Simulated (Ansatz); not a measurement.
## Frozen normal mode in SnSe

Theory: DFT LDA, scalar-relativistic, plane waves, PAW (Ansatz 0.2.0). Cutoff 420 eV, Γ-centred 6×6×2 k-points, Gaussian smearing of 0.05 eV. No spin polarisation. Energies are free energies at this smearing, counted from the undisturbed cell; pressure is positive in compression.

The starting cell (relaxed at this level; this form isn't the usual structure):

```yaml
crystal:
  lattice:
    - [4.18990, 0.00000, 0.00000]
    - [0.00000, 4.18990, 0.00000]
    - [0.00000, 0.00000, 21.95925]
  atoms:
    - { symbol: Sn, position: [0.50000, 0.00000, 0.18908] }
    - { symbol: Sn, position: [0.50000, 0.00000, 0.68908] }
    - { symbol: Sn, position: [0.00000, 0.50000, 0.31092] }
    - { symbol: Sn, position: [0.00000, 0.50000, 0.81092] }
    - { symbol: Se, position: [0.50000, 0.00000, 0.31089] }
    - { symbol: Se, position: [0.50000, 0.00000, 0.81089] }
    - { symbol: Se, position: [0.00000, 0.50000, 0.18911] }
    - { symbol: Se, position: [0.00000, 0.50000, 0.68911] }
```

The cell holds layers and no dispersion correction was added, so their binding is poorly described.

A zone-centre mode of this cell is frozen in: each atom moves by x times its row below, so x is the largest displacement.
```
atom ux uy uz
 Sn1  0.000  0.000   1.000
 Sn2  0.000  0.000  -1.000
 Sn3  0.000  0.000   1.000
 Sn4  0.000  0.000  -1.000
 Se5  0.000  0.000   1.000
 Se6  0.000  0.000  -1.000
 Se7  0.000  0.000   1.000
 Se8  0.000  0.000  -1.000
```

```tsv
x (Å)	ΔE (meV/cell)	force along the mode (eV/Å)	gap on the mesh (eV)
-0.4000	-0.3	0.00	1.46
-0.2000	-0.1	0.00	1.46
0.0000	0.0	0.00	1.46
0.0500	0.0	0.00	1.46
0.1000	0.0	0.00	1.46
0.1500	0.0	0.00	1.46
0.2500	-0.1	0.00	1.46
0.3000	?	0.00	1.46
0.3500	-0.3	0.00	1.46
```

By symmetry 0.4000 repeats -0.4000, -0.3000 repeats 0.3000, 0.2000 repeats -0.2000, -0.1000 repeats 0.1000 in energy, with the opposite slope along the path.

(1) Give the withheld values.

Results:

(1) ΔE (meV/cell) at x (Å) = 0.3000: -0.2.

Cost: 9 runs of about 5.4 core-minutes in all, on Intel Xeon Processor @ 2.70GHz (shared hosts).